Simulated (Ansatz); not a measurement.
The relaxed structure here is a generated cell of Ga: the first start was made by placing the elements on the sites of a structure type, and the end was not matched to a known phase here, so it may be hypothetical. Known forms of Ga include space group No. 64.

The end point of a relaxation of Ga. Space group R-3m (No. 166). These are r2SCAN (plane waves to 500 eV, PAW, scalar-relativistic; Ansatz, a program for electronic structure) values and carry that method's errors.

```xyz
1
Lattice="2.1029 -1.6933 0.0000 2.1029 1.6933 0.0000 -0.7411 0.0000 2.5959" Properties=species:S:1:pos:R:3 pbc="T T T"
Ga     1.7323     0.0000     1.2979
```

| Quantity | Result |
|---|---|
| Volume per atom | 18.49 Å³ |
| Band gap | no gap (metallic) |
| Shortest distances | Ga–Ga 2.70 Å |
| k-mesh | 18×18×18 |

No spin polarisation in the result.

The run could not lose the symmetry of its start, so the end can be a saddle point.
